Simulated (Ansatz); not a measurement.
AlPO₄:
```
CELL_PARAMETERS angstrom
      5.29476     0.00000     0.00000
     -2.64738     4.58540     0.00000
      0.00000     0.00000     8.63940
ATOMIC_POSITIONS crystal
  Al 0.33333 0.66667 0.06181
  Al 0.66667 0.33333 0.56181
  P  0.66667 0.33333 0.93701
  P  0.33333 0.66667 0.43701
  O  0.02148 0.51074 0.49550
  O  0.51074 0.02148 0.99550
  O  0.48926 0.51074 0.49550
  O  0.97852 0.48926 0.99550
  O  0.48926 0.97852 0.49550
  O  0.51074 0.48926 0.99550
  O  0.33333 0.66667 0.26146
  O  0.66667 0.33333 0.76146
```

Relaxed with HSE06.

Problem. Give the Bader charges and basin volumes of the independent atoms, HSE06 (plane waves, PAW; program Ansatz).

Solution. 

```json
[
 {"atom": "Al1", "Bader charge (e)": "+2.61", "Bader volume (Å³)": "3.5"},
 {"atom": "P3", "Bader charge (e)": "+3.96", "Bader volume (Å³)": "2.6"},
 {"atom": "O5", "Bader charge (e)": "-1.64", "Bader volume (Å³)": "18.6"},
 {"atom": "O11", "Bader charge (e)": "-1.64", "Bader volume (Å³)": "18.6"}
]
```

Space group P6_3mc. The workflow started from a Materials Project entry (that database holds measured and hypothetical structures alike); the Crystallography Open Database files this formula in space group No. 186, but the cells were not matched. Its standing as an ambient phase is unchecked. The HSE06 relaxation kept the symmetry of its start; whether a distortion lowers the energy is not shown.

Potentials: the later of the program's two PAW sets.
